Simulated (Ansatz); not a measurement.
BP (zinc blende, F-43m), LDA (plane waves, PAW; program Ansatz): ε∞ = 9.18, cell volume 22.64 Å³. Infrared-active transverse modes:

```tsv
ω_TO (cm⁻¹)	oscillator strength S_xx (e²/amu)
820.8	0.05111
```

Problem. Compute the static dielectric constant.

Solution. Each mode adds (4.921e7/V) S/ω²: 0.16. So ε0 = 9.35.

Problem. What LO frequency does the Lyddane–Sachs–Teller relation give?

Solution. ω_LO = ω_TO √(ε0/ε∞) = 828 cm⁻¹.

The LDA relaxation kept the symmetry of its start; phonons on a q-mesh show no instability.

Potentials: the earlier of the program's two PAW sets.
